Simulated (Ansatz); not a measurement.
## Sc: levels along high-symmetry lines

```xyz
2
Lattice="3.3194 0.0000 0.0000 -1.6597 2.8747 0.0000 0.0000 0.0000 5.1679" Properties=species:S:1:pos:R:3 pbc="T T T"
Sc    0.0000    1.9164    1.2920
Sc    1.6597    0.9582    3.8759
```

Atom numbers follow the list: Sc1, Sc2.

The structure comes from a relaxation in the same program, started in the hcp type, and has space group P6_3/mmc. Whether it is a known phase or the ground state wasn't checked.

These are results of DFT, PBE, all-electron LAPW, scalar-relativistic (Ansatz 0.2.0), not measurements.

The runs use a Γ-centred 15×15×8 k mesh, Fermi–Dirac smearing of 0.05 eV, basis error target 0.5 meV/atom, no spin polarisation.

Points in fractions of the reciprocal vectors of this cell: Γ (0, 0, 0), M (0.5, 0, 0), K (0.333, 0.333, 0), A (0, 0, 0.5), L (0.5, 0, 0.5), H (0.333, 0.333, 0.5). The path joins them by straight lines in the order Γ–M–K–Γ–A–L–H–A–L; legs that retrace an earlier one aren't tabulated. Energies are in eV from the Fermi level.

Problem. Is there a gap?

Solution. none: bands cross the Fermi level, a metal.

Problem. List the levels between -5 and 0 eV at the symmetry points.

Solution. 
Γ: -1.63
M: -1.62, -1.05, -0.67, -0.35
K: -0.71 (×2), -0.61, -0.48
A: -3.58 (×2)
L: -1.47 (×2)
H: -0.41 (×2), -0.13 (×2)
